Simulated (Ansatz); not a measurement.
**What DFT gives for TlCoF$_{3}$**

```
CELL_PARAMETERS angstrom
4.05529 0.00000 0.00000
0.00000 4.05529 0.00000
0.00000 0.00000 4.05529
ATOMIC_POSITIONS crystal
Co 0.00000 0.00000 0.00000
F 0.50000 0.00000 0.00000
F 0.00000 0.50000 0.00000
F 0.00000 0.00000 0.50000
Tl 0.50000 0.50000 0.50000
```

Single point in Ansatz 0.2.0 with PBEsol, with U_eff = 2.23 eV on Co d (all-electron-ortho-atomic projectors), collinear spin. Cutoff 420 eV, PAW datasets, 6×6×6 Γ-centred k mesh, gaussian filling (width 0.0588 eV).

Magnetic state (reached from a saved solution, and it need not be the lowest): Co1 up.

Electronic structure: The gap is 1.70 eV, indirect or between spins (the least direct gap found is 2.31 eV). A semilocal functional usually gives too small a gap.
Contacts: Co–F at 2.03 Å: least valence density 0.45 e/Å³ and ELF 0.09 there. Tl–F at 2.87 Å: least valence density 0.12 e/Å³ and ELF 0.06 there, a closed-shell (ionic or weak) contact. Both are smooth PAW fields, read partly inside the augmentation spheres.
Moments: Co1 +2.75 μB of spin moment in Bader basins; net size 3.00 μB a cell.
Band edges: Within 0.7 eV of the edges, the states project mainly on Co d (78 %) and F p (20 %) below the gap and on Co d (94 %) above it.
Stress: The pressure is 4.6 GPa (compression positive), so with the atoms held at these fractions the cell would first expand.
Charges: Bader charges in e: Tl +0.86, Co +1.47, F -0.78. In the mean Co gives up most and F takes most.

Origin: a known structure type with other elements, at an estimated volume, so it need not be a known compound. Caveats: no spin-orbit coupling, which can shift this gap by tenths of an eV; gaps of Fe, Co and Ni magnets come out low on these datasets.
